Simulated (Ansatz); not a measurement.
Values for one crystal, relaxed and computed with the program Ansatz at the r²SCAN level (PAW); other levels are named.

| Quantity | Result |
|---|---|
| Volume per atom | 12.10 Å³ |
| Band gap | 6.27 eV (smallest direct gap 6.27 eV) |
| Hole effective mass | 6.8, 7.2, 14 mₑ (principal values) |
| Electron effective mass | 0.50, 0.50, 0.55 mₑ (principal values) |
| Bulk modulus (Birch–Murnaghan fit) | 28.6 GPa |
| Valence-band maximum | on the Γ–T line, 83 % of the way from Γ (k = 0.000, 0.417, 0.417 in fractions of the reciprocal vectors) |
| Hill bulk and shear moduli | 28.8 and 16.7 GPa |

Which compound is it?
A. CaO, P6_3/mmc (Ca on 2d, O on 2c)
B. ZnO, Pm-3n (Zn on 6c, O on 6d)
C. TaNO, P2_1 (Pearson symbol mP12)
D. KPH2O4, Fdd2 (Pearson symbol oF64)

D, KPH2O4, Fdd2 (Pearson symbol oF64)

The first step of the workflow began from a Materials Project structure, measured or hypothetical; the Crystallography Open Database files this formula in space group No. 43, but the cells were not matched. Its standing as an ambient phase is unchecked. The cell was relaxed with r²SCAN under the symmetry of its start; whether a distortion lowers the energy is not shown.

Potentials: the earlier of the program's two PAW sets. The files were generated under PBE; for other functionals the program regenerates the frozen cores, and for LDA and PBEsol the local potential too.
